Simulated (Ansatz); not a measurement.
Computed properties of BeCo

BeCo:
```yaml
crystal:
  lattice:
    - [2.56587, 0.00000, 0.00000]
    - [0.00000, 2.56587, 0.00000]
    - [0.00000, 0.00000, 2.56587]
  atoms:
    - { symbol: Be, position: [0.50000, 0.50000, 0.50000] }
    - { symbol: Co, position: [0.00000, 0.00000, 0.00000] }
```
The run is spin-polarised; directions of the spins, atom by atom: 0 ↑.

Space group Pm-3m (No. 221), CsCl type; conventional cell a = 2.5659 Å, b = 2.5659 Å, c = 2.5659 Å, α = 90.00°, β = 90.00°, γ = 90.00°.

Method: plane-wave PAW PBEsol (Ansatz code). Geometry: relaxed at this level of theory. Other levels are named where they apply.

**Cell and energy**

| Item | Value |
|---|---|
| Volume per atom | 8.45 Å³ |
| Density | 6.68 g/cm³ |
| Formation energy from the elements (no fitted shifts) | -0.32 eV/atom |

**Electronic structure**

| Item | Result |
|---|---|
| Electronic character | metallic (no gap) |
| Density of states at the Fermi level | 0.88 states/eV per atom (mean over ±0.08 eV) |

**Magnetism**

| Item | Result |
|---|---|
| Magnetic order | ferromagnetic |
| Net moment | 0.20 μB per atom |

**Mechanics**

| Item | Value |
|---|---|
| Bulk modulus (Birch–Murnaghan fit) | 213 GPa |
| Pressure derivative B′ | 4.1 |
| Elastic constants (relaxed ions, GPa) | C11 = 337, C12 = 149, C44 = 163 |
| Mechanical stability | stable (all eigenvalues of C positive) |
| Hill bulk and shear moduli | 212 and 131 GPa |
| Young's modulus | 325 GPa |
| Poisson's ratio | 0.24 |
| Debye temperature from the elastic constants | 717 K |

The cell is a constructed one: a structure type filled with these elements; the Crystallography Open Database files this formula in space group No. 221, but the cells were not matched. Its standing as an ambient phase is unchecked. The PBEsol relaxation kept the symmetry of its start; whether a distortion lowers the energy is not shown. The final state is ferromagnetic, the only order run, not a proven ground state. The cell computed holds one magnetic atom, so no antiferromagnetic order was within reach. As this level gives no gap, shear constants depend on the k-mesh and smearing (Fermi–Dirac, 0.1 eV here). The references are the lowest solids computed at this level, not always the standard phases.

Potentials: the earlier of the program's two PAW sets. The files were generated under PBE; for other functionals the program regenerates the frozen cores, and for LDA and PBEsol the local potential too.
